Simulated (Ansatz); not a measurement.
## KCdCO$_{3}$F: the gap from level to level

A database entry relaxed whole under r2SCAN at zero pressure (P-6c2, No. 188):

```
K Cd C O F
1.0
     5.12404    0.00000    0.00000
    -2.56202    4.43755    0.00000
     0.00000    0.00000    8.90663
K Cd C O F
2 2 2 6 2
Cartesian
  2.5620 1.4792 4.4533
  2.5620 1.4792 0.0000
  0.0000 0.0000 2.2267
  0.0000 0.0000 6.6800
  0.0000 2.9584 2.2267
  0.0000 2.9584 6.6800
  -0.3179 4.2048 2.2267
  1.2383 2.6104 2.2267
  -0.9205 2.0599 2.2267
  -1.2383 2.6104 6.6800
  0.9205 2.0599 6.6800
  0.3179 4.2048 6.6800
  0.0000 0.0000 4.4533
  0.0000 0.0000 0.0000
```

Its volume is 14.47 Å³ an atom, +0.3 % against the entry's 14.43, a measured cell (2015, 293 K).

Single points on this cell with plane-wave PAW DFT (Ansatz 0.2.0; r2SCAN 500 eV, hybrids 420 eV; fermi-dirac occupations of width 0.020 eV; no moments): r2SCAN on a 6×6×4 Γ-centred mesh; HSE06 on a 6×6×2 Γ-centred mesh; PBE0 on a 6×6×2 Γ-centred mesh.

**Question.** What does each level give for gap and charges?

**Answer.** The runs give:

```tsv
level	gap (eV), or kind	pressure (GPa)	Bader charge of K (e)	Bader charge of Cd (e)	Bader charge of C (e)	Bader charge of O (e)	Bader charge of F (e)
r2SCAN	3.69	0.0	+0.89	+1.41	+2.33	-1.28	-0.80
HSE06	4.92	0.0	+0.90	+1.44	+2.34	-1.29	-0.81
PBE0	5.67	-0.1	+0.90	+1.44	+2.34	-1.29	-0.81
```

Under r2SCAN the gap is 3.69 eV, over mesh and band path. HSE06 moves it by +1.22 eV and PBE0 by +1.98 eV; PBE0 keeps its exact exchange at long range, which widens the gap over HSE06's by 0.76 eV on their common mesh.

Caveats: the relaxation kept the start's symmetry; HSE06 is read on its mesh and at the zone's corners, PBE0 on its mesh alone; hybrid pressures are good to a few tenths of a GPa; pressure is positive in compression.
